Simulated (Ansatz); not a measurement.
Data:

Ag3SI:
```cif
data_Ag3IS
_chemical_formula_sum 'Ag3 S1 I1'
_space_group_name_H-M_alt 'P 1'
_space_group_IT_number 1
_cell_length_a 4.86876
_cell_length_b 4.86876
_cell_length_c 4.86876
_cell_angle_alpha 90.000
_cell_angle_beta 90.000
_cell_angle_gamma 90.000
loop_
_space_group_symop_operation_xyz
  'x, y, z'
loop_
_atom_site_label
_atom_site_type_symbol
_atom_site_fract_x
_atom_site_fract_y
_atom_site_fract_z
_atom_site_occupancy
Ag1 Ag 0.50000 0.50000 0.00000 1
Ag2 Ag 0.00000 0.50000 0.50000 1
Ag3 Ag 0.50000 0.00000 0.50000 1
S1 S 0.50000 0.50000 0.50000 1
I1 I 0.00000 0.00000 0.00000 1
```

This is the PBEsol-relaxed structure.

Question: All from the program Ansatz at the PBEsol level (PAW), unless another level is named. Give the electronic dielectric constant ε∞ (DFPT).

Answer: 8.93.

Question: Predict the Bader charges.

Answer: Ag +0.35, S -0.63, I -0.43 e.

Question: Next, the Born charges (a third of the trace)?

Answer: Ag +1.29, S -1.52, I -2.34 e.

Space group Pm-3m (anti-perovskite). The workflow started from an entry of the Crystallography Open Database (COD), which files this formula under 2 space groups. Its standing as an ambient phase is unchecked. Symmetry was held in the PBEsol relaxation; its stability against distortions is not shown here. The run is not spin-polarised. Scalar-relativistic: spin–orbit coupling is off unless named, which matters more the heavier the elements.

Potentials: the later of the program's two PAW sets.
